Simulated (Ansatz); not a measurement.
The cell was built from the zincblende type and relaxed in the same program, and has space group F-43m; it needn't be a known or the stable phase.

AsAu: DFT, PBE, all-electron LAPW, scalar-relativistic (Ansatz 0.2.0).

```yaml
crystal:
  lattice:
    - [0.0, 2.9202842869, 2.9202842869]
    - [2.9202842869, 0.0, 2.9202842869]
    - [2.9202842869, 2.9202842869, 0.0]
  atoms:
    - { symbol: Au, position: [0.0, 0.0, 0.0] }
    - { symbol: As, position: [0.25, 0.25, 0.25] }
kpoints:
  mp_grid: { grid: [11, 11, 11] }
  band_path:
    path:
      - [0.0, 0.0, 0.0]
      - [-0.5, -0.5, 0.0]
      - [-0.375, -0.375, 0.25]
      - [-0.375, 0.0, 0.375]
      - [0.0, 0.0, 0.0]
      - [0.0, 0.0, 0.5]
      - [-0.5, -0.25, 0.25]
      - [-0.5, -0.5, 0.0]
    npoints: 8
scf:
  occupations: { method: fermi_dirac, width: 0.08 }
hamiltonian:
  xc: pbe
  pseudopotentials: { kind: all_electron, lapw: { basis_error: 0.00025 } }
output:
  forces: true
  stress: true
  eigenvalues: true
  populations: true
  dos: { projected: true, de: 0.2, e_range: [-14, 8] }
```

Output:

```
Au: projections on atomic orbitals take those of the free atom 1s2 2s2 2p6 3s2 3p6 3d10 4s2 4p6 4d10 4f14 5s2 5p6 5d10 6s1, of charge +0.00 (hamiltonian.pseudopotentials.projection_atoms)
As: projections on atomic orbitals take those of the free atom 1s2 2s2 2p6 3s2 3p6 3d10 4s2 4p3, of charge +0.00 (hamiltonian.pseudopotentials.projection_atoms)
LAPW: plane waves up to 9.724 Å⁻¹, error target 2.5e-4 eV per atom; small_component_spin mean_spin; As in spheres of 1.226 Å, 23 of its electrons in bands, Dirac shells []; Au in spheres of 1.303 Å, 43 of its electrons in bands, Dirac shells []
Engine: ansatz 0.2.0
Pseudopotentials: kind: all_electron
Pseudopotential: Au, LAPW, valence charge 43, Koelling and Harmon's equation, gaussian nucleus
Pseudopotential: As, LAPW, valence charge 23, Koelling and Harmon's equation, gaussian nucleus
Functional definition: PBE
  parameter kappa = 0.804
  parameter beta = 0.06672455060314922
  exchange = pbe_x(kappa = kappa, mu = beta*pi^2/3)
  correlation = pbe_c(beta = beta)
Crystal: 2 atoms, lattice volume = 49.809 Å³
Basis set: ecut = 360.22439741622117 eV, 749 PW (Γ), exchange–correlation at level 2
Bands: 40, of which v1, the nominal top of the filled ones, is band 33 counted from 1 (32 counted from 0)
Symmetry: 24 space group operations
Space group: F-43m (ITA 216), of the structure as read, at distance tolerance 3.7e-5 Å
k-points: 56 of 1331 (time reversal used)
Non-local potential: Au, projectors of the file, none
Non-local potential: As, projectors of the file, none
Initial density: superposition of atomic densities (chi_scale 0.1, normalization cell, long waves kept (reshape's long-wave potential 0.00 eV rms))
Initial wavefunctions: plane waves of lowest kinetic energy (no species holds an atomic orbital)
Functional: x = pbe(κ = 0.804, μ = 0.2195149727645171), c = pbe(β = 0.06672455060314922)
iter 1 solved again at ethr=1.56e-3 eV; its pass at ethr=1.00e-1 eV (dr2=1.03e0 eV) is discarded
SCF iter   1: F=—  HF=-578749.057086 eV  |F-HF|=—  |Δ(HF+E_count)|=         —  Δρ=3.85e-2  dr2=1.03e0  ethr=1.56e-3  ⟨swp⟩=2.0  Hψ=13689  notcnv=0
preconditioner: auto → LDOS  [metal: Δε(μ)=0.018 eV  Ē_g=11.657 eV  σ=0.080 eV  W_gap=0.06  n_scr=14 (ndim 8)  ℏωp=21.0 eV  f_vac=0.289  D(μ)=1.42/eV (n_scr^D=14)  β→1.0]
iter 2 solved again at ethr=9.01e-5 eV; its pass at ethr=1.56e-3 eV (dr2=5.94e-2 eV) is discarded
SCF iter   2: F=—  HF=-578748.413549 eV  |F-HF|=—  |Δ(HF+E_count)|=   6.44e-1  Δρ=8.57e-3  dr2=5.94e-2  ethr=9.01e-5  ⟨swp⟩=2.0  Hψ=11368  notcnv=0
SCF iter   3: F=—  HF=-578748.412126 eV  |F-HF|=—  |Δ(HF+E_count)|=         —  Δρ=3.39e-3  dr2=1.01e-2  ethr=9.00e-5  ⟨swp⟩=3.0  Hψ=6933  notcnv=0
the basis was enlarged: its passes take 288.2 KiB over the memory plan, 1 of 1 planned eigensolver slots
SCF iter   4: F=—  HF=-578748.372481 eV  |F-HF|=—  |Δ(HF+E_count)|=   3.96e-2  Δρ=1.39e-3  dr2=1.77e-3  ethr=1.54e-5  ⟨swp⟩=2.0  Hψ=6420  notcnv=0
SCF iter   5: F=—  HF=-578748.370181 eV  |F-HF|=—  |Δ(HF+E_count)|=   2.30e-3  Δρ=4.34e-4  dr2=1.75e-4  ethr=2.68e-6  ⟨swp⟩=2.0  Hψ=6420  notcnv=0
SCF iter   6: F=—  HF=-578748.370133 eV  |F-HF|=—  |Δ(HF+E_count)|=   4.84e-5  Δρ=9.13e-5  dr2=5.81e-6  ethr=2.65e-7  ⟨swp⟩=2.0  Hψ=6420  notcnv=0
SCF iter   7: F=—  HF=-578748.370123 eV  |F-HF|=—  |Δ(HF+E_count)|=   9.67e-6  Δρ=4.52e-5  dr2=5.27e-7  ethr=8.81e-9  ⟨swp⟩=2.0  Hψ=6420  notcnv=0
SCF iter   8: F=-578748.370124 eV  HF=-578748.370124 eV  |F-HF|=2.15e-8  |Δ(HF+E_count)|=   1.08e-6  Δρ=5.87e-6  dr2=1.14e-8  ethr=7.99e-10  ⟨swp⟩=3.0  Hψ=6871  notcnv=0
SCF 1 converged in 8 iterations: F = -578748.370124 eV  dr2 = 1.14e-8
NSCF: frozen V_eff on 57 k-points
SCF converged after 8 iterations
Free energy (F): -578748.370124 eV
Harris-Foulkes:  -578748.370124 eV  (|F-HF|=2.15e-8)
Internal energy: -578748.341574 eV  (E = F + TS)
E sigma→0 (E₀):  -578748.355849 eV
Entropy (-TS):   -0.028550 eV (-14.275 meV/atom)
Fermi energy:    12.109658 eV
--- Per-component energies (eV) ---
  E_band       = -5671.389043
  E_kinetic    = 652417.244764
  E_xc         = -12195.147478
  E_electrostatic = -1218970.438860  (all electrons and nuclei)
  E_smearing   = -0.028550  (= −TS)
  E_closure    = 0.000000  (closes the sum)
  E_atoms      = -578740.922193  (free atoms, spherical and without spin; not in F)
  Σ components = -578748.370124   (vs F -578748.370124, Δ=0.00e0)
  Basis errors (estimates in eV, not in F): energy 1.1e-4 per atom: plane waves 9.4e-5 (5.6e-5 summed), levels above the bands 2.7e-63, relativity 1.5e-8, radial functions 1.3e-5, core shells 3.5e-7; eigenvalues (radial functions only) 2.0e-7; not estimated: angular momenta, meshes, grids; target (lapw.basis_error) 2.5e-4; muffin-tin radii As 1.226 Å, Au 1.303 Å
--- Forces (eV/Å), atoms counted from 1 ---
  atom   1  Au    -0.00000000    -0.00000000    -0.00000000
  atom   2  As     0.00000000     0.00000000    -0.00000000
  max |Σ_I F_I| component: 3.24e-17 eV/Å
--- Stress (GPa, compression-positive) ---
       -0.008431       0.000000       0.000000
        0.000000      -0.008431      -0.000000
        0.000000      -0.000000      -0.008431
  P = ⅓ Tr σ = -0.0084 GPa (-0.084 kbar)
--- Band table (eV; the first three rows and the last of 56) ---
  k-point 0: bands = ["-311.0537", "-311.0537", "-311.0537", "-311.0341", "-311.0341", "-173.3281", "-116.6998", "-116.6998", "-116.6998", "-93.7360", "-66.8070", "-66.7929", "-66.7929", "-66.7929", "-66.7819", "-66.7819", "-66.7819", "-45.1565", "-45.1565", "-45.1565", "-23.7290", "-23.7290", "-23.7290", "-23.7209", "-23.7209", "0.0475", "6.5652", "6.5652", "6.5652", "7.8840", "7.8840", "13.7068", "14.7362", "14.7362", "14.7362", "18.5651", "18.5651", "18.5651", "21.8856", "24.7299"]
  k-point 1: bands = ["-311.0537", "-311.0537", "-311.0537", "-311.0341", "-311.0341", "-173.3281", "-116.6998", "-116.6998", "-116.6998", "-93.7360", "-66.8070", "-66.7929", "-66.7929", "-66.7929", "-66.7819", "-66.7819", "-66.7819", "-45.1566", "-45.1565", "-45.1565", "-23.7290", "-23.7290", "-23.7290", "-23.7209", "-23.7209", "0.1108", "6.5444", "6.5920", "6.5920", "7.8786", "7.8786", "13.1499", "14.5791", "14.5791", "14.9535", "18.4284", "18.7451", "18.7451", "22.5576", "23.9799"]
  k-point 2: bands = ["-311.0537", "-311.0537", "-311.0537", "-311.0341", "-311.0341", "-173.3281", "-116.6998", "-116.6998", "-116.6998", "-93.7360", "-66.8070", "-66.7929", "-66.7929", "-66.7929", "-66.7819", "-66.7819", "-66.7819", "-45.1570", "-45.1566", "-45.1566", "-23.7293", "-23.7290", "-23.7290", "-23.7208", "-23.7208", "0.2871", "6.5124", "6.6610", "6.6610", "7.8726", "7.8726", "11.9899", "14.1977", "14.1977", "15.1672", "18.5810", "19.1433", "19.1433", "22.8355", "23.4722"]
  k-point 55: bands = ["-311.0537", "-311.0537", "-311.0537", "-311.0341", "-311.0341", "-173.3281", "-116.6998", "-116.6998", "-116.6998", "-93.7360", "-66.8070", "-66.7929", "-66.7929", "-66.7929", "-66.7819", "-66.7819", "-66.7819", "-45.1577", "-45.1575", "-45.1571", "-23.7300", "-23.7295", "-23.7289", "-23.7207", "-23.7204", "1.2595", "6.7698", "7.0672", "7.3400", "7.7868", "8.2664", "8.9768", "10.1976", "11.3605", "18.0304", "18.6664", "19.8935", "20.7905", "24.5751", "25.5534"]
--- Löwdin populations: 2 sites ---
  site symbol       q [e]
     0     Au     78.3703
     1     As     33.4450
  spilling = 0.001650 (of n_electrons = 112.000000)
```

populations.tsv:

```
# site	symbol	l	j	q
# orbitals = lowdin
# n_electrons = 112.000000
# spilling = 0.001650
# projection_atom_Au: 1s2 2s2 2p6 3s2 3p6 3d10 4s2 4p6 4d10 4f14 5s2 5p6 5d10 6s1
# projection_atom_As: 1s2 2s2 2p6 3s2 3p6 3d10 4s2 4p3
0	Au	0_1S	-	2.000000
0	Au	0_2S	-	1.999991
0	Au	0_3S	-	1.999884
0	Au	0_4S	-	1.998866
0	Au	0_5S	-	1.984013
0	Au	0_6S	-	0.868895
0	Au	1_2P	-	6.000000
0	Au	1_3P	-	5.999999
0	Au	1_4P	-	5.999946
0	Au	1_5P	-	5.994346
0	Au	2_3D	-	10.000000
0	Au	2_4D	-	9.999991
0	Au	2_5D	-	9.524335
0	Au	3_4F	-	13.999988
1	As	0_1S	-	1.999998
1	As	0_2S	-	1.999908
1	As	0_3S	-	1.997901
1	As	0_4S	-	1.848673
1	As	1_2P	-	5.999998
1	As	1_3P	-	5.999256
1	As	1_4P	-	3.599710
1	As	2_3D	-	9.999555
```
